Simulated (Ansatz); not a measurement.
KAgF$_{4}$:
```cif
data_Ag4F16K4
_chemical_formula_sum 'K4 Ag4 F16'
_space_group_name_H-M_alt 'I4/mcm'
_space_group_IT_number 140
_space_group_name_Hall '-I 4 2c'
_cell_length_a 5.63005
_cell_length_b 5.63005
_cell_length_c 11.37701
_cell_angle_alpha 90.000
_cell_angle_beta 90.000
_cell_angle_gamma 90.000
loop_
_atom_site_label
_atom_site_type_symbol
_atom_site_symmetry_multiplicity
_atom_site_Wyckoff_symbol
_atom_site_fract_x
_atom_site_fract_y
_atom_site_fract_z
_atom_site_occupancy
K1 K 4 a 0.00000 0.00000 0.25000 1
Ag1 Ag 4 d 0.00000 0.50000 0.00000 1
F1 F 16 l 0.32786 0.17214 0.11545 1
```
(The calculation used a cell of 12 atoms; values per cell refer to that cell.)

This is the LDA-relaxed structure.

Question: All from plane-wave PAW LDA (Ansatz code), unless another level is named. Estimate the Hill bulk and shear moduli.

Answer: 37.7 and 10.3 GPa.

Question: Give the highest zone-centre frequency (without LO–TO term).

Answer: 608 cm⁻¹.

The first step of the workflow began from a Materials Project structure, measured or hypothetical; the Crystallography Open Database files this formula in space group No. 140, but the cells were not matched. Whether it is the stable phase at ambient conditions was not checked. The LDA relaxation kept the symmetry of its start; of distortions, only those at the zone centre were tested. No spin polarisation was allowed.

Potentials: the later of the program's two PAW sets.
